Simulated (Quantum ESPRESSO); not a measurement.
## NbTaHfO6F2 (a curve over one atom's position)

Computed values, not a measurement. The program is pw.x of Quantum ESPRESSO 7.5 (plane-wave density functional theory). The cell is made up: 11 atoms on a fluorite lattice with one site empty, with randomly drawn elements, strain and displacements, not relaxed. PseudoDojo standard norm-conserving files (v0.5 for PBE, v0.4.1 for LDA and PBEsol) set the functional; there is no spin polarisation, spin-orbit coupling or dispersion term, and the masses in the input are unused placeholders.

The hafnium pseudopotential is less sure than the others, with forces about 3 percent (worst 6) and pressure in oxides about 1.5 GPa (worst 2.7) from a second method in checks, which no rerun with the same files tests.

Seven runs move atom 4 (O, counted in the order of the input) along z and keep all else fixed.

Input of the run at +0.0163:

```
&control calculation='scf', pseudo_dir='./dojo.nc.sr.pbe.v0_5.standard.upf', outdir='./o', disk_io='low', tprnfor=.true., tstress=.true. /
&system ibrav=0, nat=11, ntyp=5, nbnd=50, ecutwfc=84.00895049, nosym=.true., tot_charge=0,
 occupations='smearing', smearing='fd', degauss=0.0018374661
/
&electrons conv_thr=7.350e-09, electron_maxstep=60, /
ATOMIC_SPECIES
F 1.0 F.upf
Hf 1.0 Hf.upf
Nb 1.0 Nb.upf
O 1.0 O.upf
Ta 1.0 Ta.upf
CELL_PARAMETERS angstrom
5.0991 0.0207 0.037
0.0207 5.1431 0.0741
0.037 0.0741 5.0821
ATOMIC_POSITIONS angstrom
Nb -0.0089 2.5875 2.617
Ta 2.6168 0.0455 2.5775
Hf 2.5866 2.5611 0.0777
O 1.355 1.3054 1.3194
O 1.2386 1.3708 3.8377
O 1.3662 3.861 1.2633
O 1.3886 3.9538 3.8375
F 3.7713 1.4006 1.421
O 3.9388 1.3514 3.8149
F 3.8357 4.0107 1.2817
O 3.8104 3.9041 3.8909
K_POINTS automatic
4 4 4 1 1 1
```

```
shift of atom 4 along z (Å)  free energy less that of the input shown (eV)  Fx on atom 4 (eV/Å)  Fy on atom 4 (eV/Å)  Fz on atom 4 (eV/Å)  pressure (GPa)  next band up at Gamma (eV)  iterations
                    -0.1540                                         0.3763                0.477               -0.188                2.829          -16.04                       0.441          18
                    -0.1173                                         0.2772                0.535               -0.128                2.572          -16.16                       0.430          18
                    +0.0163                                         0.0000                0.658                0.040                1.554          -16.26                       0.408          18
                    +0.0397                                        -0.0341                0.667                0.063                1.360          -16.22                       0.408          18
                    +0.0675                                        -0.0686                0.674                0.088                1.122          -16.15                       0.408          18
                    +0.1024                                        -0.1023                0.676                0.115                0.807          -16.03                       0.408          18
                    +0.1281                                        -0.1200                0.673                0.134                0.567          -15.91                       0.410          18
```

A cubic fit gives dFz/dz = -8.04 eV/Å² at zero shift. Across the table the free energy follows the integral of the force to within 0.1 meV. A rerun of one of the cells at 1467 eV and a 6 x 6 x 6 mesh moved values by no more than 0.002 eV in energy, 0.05 GPa in stress and 0.008 eV/Å in force. The band column is the level of band 45 at Gamma less that of band 44, whose number is half the electron count, rounded up; it comes from a band step after each run.